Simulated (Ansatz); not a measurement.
# SrTl$_{2}$ (P6_3/mmc): electronic heat capacity and spin susceptibility from the density of states

All numbers below come from DFT r2SCAN, scalar-relativistic, plane waves, PAW (Ansatz 0.2.0).

Settings: cutoff 500 eV, Γ-centred mesh 12×12×6 on the computed 6-atom cell, Gaussian smearing of 0.10 eV; no spin polarisation.

Relaxed cell: P6_3/mmc, a = 5.127 Å, b = 5.127 Å, c = 8.307 Å, α = 90.00°, β = 90.00°, γ = 120.00°, 6 atoms in the primitive cell. Whether it is the stable form of this composition wasn't checked.

The density of states at the Fermi level is 1.007 states/eV in the cell of 6 atoms (2 formula units; both spins, tetrahedra on a 18×18×9 mesh). Averaged over bins of 0.1 eV the density runs from 0.8 to 2.1 states/eV within 0.2 eV of the Fermi level, so the figure hangs on the exact place of that level.

Problem. What Sommerfeld coefficient and Pauli susceptibility does this give?

Solution. Per formula unit N(E_F) = 0.503 states/eV. γ = (π²/3) k_B² N(E_F) N_A = 2.357 mJ/(mol K²) per state/eV, so γ = 1.2 mJ/(mol K²), a mole of formula units. χ_P = μ_B² N(E_F) N_A = 3.23×10⁻⁵ emu/mol per state/eV gives 1.6×10⁻⁵ emu/mol. This is the bare band result: a measured γ of the same phase is as a rule larger by a factor 1 + λ from phonons and spin fluctuations, the spin part of χ is larger by the Stoner factor, and a measured χ also holds orbital and core terms. N(E_F) at one energy is sensitive to the mesh where the density of states has sharp peaks.

Spin-orbit coupling is left out, which matters for the bands of heavy elements.

Cost: 1 run of about 3.7 core-minutes, on Oxide Virtual Turin-like Processor (Zen 5) (shared hosts).